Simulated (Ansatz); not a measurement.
CdS:
```
CELL_PARAMETERS angstrom
      4.19660     0.00000     0.00000
     -2.09830     3.63437     0.00000
      0.00000     0.00000     6.82843
ATOMIC_POSITIONS crystal
  Cd 0.66667 0.33333 0.00089
  Cd 0.33333 0.66667 0.50089
  S  0.66667 0.33333 0.62431
  S  0.33333 0.66667 0.12431
```

x, y and z are the axes in which the lattice vectors are written.

Question: Give the high-frequency dielectric tensor and the Born effective charge tensors of the independent atoms from DFPT, PBE in the plane-wave PAW code Ansatz.

Answer: 
ε∞:
```
6.06  0.00  0.00
0.00  6.06  0.00
0.00  0.00  6.18
```
Z* of atom 1 (Cd), rows: field, columns: displacement, in e:
```
2.18  0.00  0.00
0.00  2.18  0.00
0.00  0.00  2.27
```
Z* of atom 3 (S), rows: field, columns: displacement, in e:
```
-2.18   0.00   0.00
 0.00  -2.18   0.00
 0.00   0.00  -2.27
```

Static charges for comparison (Bader): Cd1 +0.86, S3 -0.86 e. Born charges measure polarisation by displacement and can exceed these by far.

Space group P6_3mc (wurtzite). Symmetry was held in the PBE relaxation; phonons on a q-mesh show no instability. Scalar-relativistic: spin–orbit coupling is off unless named, which matters more the heavier the elements.

Potentials: the later of the program's two PAW sets.
